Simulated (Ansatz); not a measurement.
The calculation used DFT PBE+D3(BJ), scalar-relativistic, plane waves, PAW (Ansatz). Settings: cutoff 420 eV, Γ-centred meshes spaced at most about 0.3 Å⁻¹, and about 0.25 Å⁻¹ or finer for metals (2π included), Gaussian smearing. No spin polarisation in the final relaxations.

All energies are static (0 K, no zero-point motion). All come from trial cells, and lower structures may exist.

Question: Order these relaxed structures of TiB₄ by energy, lowest first, with the energy over the lowest of them.
1.

```
Ti B
1.0
     3.01116    0.00000    0.00000
    -1.50558    2.60774    0.00000
     0.00000    0.00000    4.99065
Ti B
1 4
Direct
  0.00000 0.00000 0.00000
  0.33333 0.66667 0.69191
  0.66667 0.33333 0.69191
  0.33333 0.66667 0.30809
  0.66667 0.33333 0.30809
```

2.

```
Ti B
1.0
     1.51953   -2.59156    0.00000
     1.51953    2.59156    0.00000
    -0.53319    0.00000    4.85885
Ti B
1 4
Direct
  0.00000 0.00000 0.00000
  0.58061 0.24108 0.67157
  0.24108 0.58061 0.67157
  0.75892 0.41939 0.32843
  0.41939 0.75892 0.32843
```

Answer: 2 (0 meV/atom), 1 (68 meV/atom). Forms: 2 C2/m; 1 P6/mmm. Counting B atoms around Ti (those within 1.25 times the shortest such distance or 1.15 times the sum of covalent radii): cell 2 has Ti 12; cell 1 has Ti 12. Cell 2 and cell 1 both hold B–B nets.

Cells relaxed within their symmetry can be saddle points. The C2/m cell of TiB4 came from shaking the P6/mmm one. Some structure types and database cells were kept out of the candidates from the start, so a known form may be missing.
